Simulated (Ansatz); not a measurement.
Relaxed candidate structures of Zr₃N₄:

A. R-3m, hexagonal axes (No. 166), hR7; a = b = 3.417 Å, c = 25.006 Å, α = β = 90.00°, γ = 120.00°; Zr 6c (0.000, 0.000, 0.222); Zr 3a (0.000, 0.000, 0.000); N 6c (0.000, 0.000, 0.378); N 6c (0.000, 0.000, 0.132)

B. Fd-3m, origin choice 1 (No. 227), cF56; a = b = c = 9.083 Å, α = β = γ = 90.00°; Zr 16d (0.625, 0.625, 0.625); Zr 8a (0.000, 0.000, 0.000); N 32e (0.383, 0.383, 0.383)

C. I-43d (No. 220), cI28; a = b = c = 6.703 Å, α = β = γ = 90.00°; Zr 12a (0.000, 0.250, 0.375); N 16c (0.071, 0.071, 0.071)

**Question.** Put the candidates in order of energy per atom, lowest first, for PBEsol (plane waves to 420 eV, PAW, scalar-relativistic; Ansatz, a quantum-chemistry and plane-wave program).

**Answer.** C (reference, the lowest among the structures calculated here), A (+41 meV/atom), B (+67 meV/atom)

**Question.** Give each candidate's band gap.

**Answer.** No candidate is metallic. A: 0.99 eV (no spin-orbit coupling); B: 0.50 eV (no spin-orbit coupling); C: 0.75 eV (no spin-orbit coupling).

Each run could gain symmetry but not lose that of its start, so entries can be saddle points.  Energies are at zero temperature and pressure, without zero-point motion. The runs use different k-meshes, so differences are rounded accordingly. No spin polarisation in the result. Gaps of cells over 8 atoms come from the SCF mesh and high-symmetry points alone.
